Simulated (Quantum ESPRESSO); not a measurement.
BSi3NC3, a curve over strain

Simulated, not a measurement. The program is pw.x of Quantum ESPRESSO 7.5 (plane-wave density functional theory). The cell is made up: 8 atoms on a wurtzite lattice, with randomly drawn elements, strain and displacements, not relaxed. PseudoDojo standard norm-conserving files (v0.5 for PBE, v0.4.1 for LDA and PBEsol) set the functional; there is no spin polarisation, spin-orbit coupling or dispersion term, and the masses in the input are unused placeholders.

Seven runs add a strain to one cell (shear xy, as the tensor component); the atoms follow the cell and are not relaxed. Stress in the table is positive in tension.

Input of the run at +0.0025:

```
&control calculation='scf', pseudo_dir='./dojo.nc.sr.pbe.v0_5.standard.upf', outdir='./o', disk_io='medium', tprnfor=.true., tstress=.true. /
&system ibrav=0, nat=8, ntyp=4, nbnd=22, ecutwfc=84.00895049, nosym=.true., tot_charge=0,
 occupations='smearing', smearing='fd', degauss=0.0018374661
/
&electrons conv_thr=7.350e-09, electron_maxstep=60, /
ATOMIC_SPECIES
B 1.0 B.upf
C 1.0 C.upf
N 1.0 N.upf
Si 1.0 Si.upf
CELL_PARAMETERS angstrom
3.0688 0.0077 0.0
0.0133 5.3153 0.0
0.0 0.0 5.0114
ATOMIC_POSITIONS angstrom
B -0.0927 -0.0498 0.0259
Si 1.5731 2.5407 -0.0198
Si 1.5564 0.9144 2.6416
Si 0.0207 3.4652 2.4968
N -0.0669 0.057 1.8607
C 1.5215 2.6893 1.8948
C 1.5205 0.8097 4.3479
C 0.0168 3.5304 4.4242
K_POINTS automatic
6 4 4 1 1 1
```

| added strain | free energy less that of the input shown (eV) | stress xx (GPa) | stress yy (GPa) | stress zz (GPa) | stress xy (GPa) | pressure (GPa) | next band up at Gamma (eV) | iterations |
| --- | --- | --- | --- | --- | --- | --- | --- | --- |
| -0.0238 | 0.1260 | 13.90 | 18.20 | 7.71 | -10.09 | -13.27 | 1.785 | 12 |
| -0.0147 | 0.0519 | 13.79 | 18.61 | 7.64 | -6.48 | -13.35 | 1.811 | 12 |
| -0.0079 | 0.0175 | 13.63 | 18.78 | 7.59 | -3.78 | -13.33 | 1.830 | 12 |
| +0.0025 | 0.0000 | 13.24 | 18.83 | 7.51 | 0.35 | -13.19 | 1.859 | 12 |
| +0.0129 | 0.0240 | 12.69 | 18.63 | 7.42 | 4.49 | -12.91 | 1.886 | 12 |
| +0.0198 | 0.0639 | 12.22 | 18.35 | 7.37 | 7.24 | -12.64 | 1.903 | 12 |
| +0.0230 | 0.0883 | 11.98 | 18.18 | 7.34 | 8.52 | -12.50 | 1.909 | 12 |

A cubic fit gives a slope of stress xy against the added strain of 398 GPa at zero added strain, with the atoms clamped. Across the table the free energy follows the integral of the stress to within 0.2 meV. A rerun of one of the cells at 1437 eV and a 8 x 6 x 6 mesh moved values by no more than 0.003 eV in energy, 0.09 GPa in stress and 0.005 eV/Å in force. The band column is the level of band 17 at Gamma less that of band 16, whose number is half the electron count, rounded up; it comes from a band step after each run.